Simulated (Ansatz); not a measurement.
Data:

ZrB₂:
Space group I4/mmm (No. 139); a = b = 3.463 Å, c = 6.319 Å, α = β = γ = 90.00°

```tsv
atom	site	symmetry	x	y	z
Zr	2a	4/mmm	0.0000	0.0000	0.0000
B	4e	4mm	0.0000	0.0000	0.3768
```
(The calculation used a cell of 3 atoms; values per cell refer to that cell.)

This is the PBE-relaxed structure.

Q: All from PBE in the plane-wave PAW code Ansatz, unless another level is named. Predict the electronic character.

A: metallic (no gap).

Q: What about the density of states at the Fermi level?

A: 0.47 states/eV per atom (mean over ±0.08 eV).

Q: Next, the formation energy from the elements (no fitted shifts)?

A: 0.081 eV/atom.

A made-up cell: these elements were put on the sites of a structure type; neither database checked (COD, Materials Project) lists it. It is not the phase usual at ambient conditions (space group No. 191). The PBE relaxation kept the symmetry of its start; its stability against distortions is not shown here. No spin polarisation was allowed. The references are the lowest solids computed at this level, not always the standard phases. Scalar-relativistic: spin–orbit coupling is off unless named, which matters more the heavier the elements.

Potentials: the later of the program's two PAW sets.
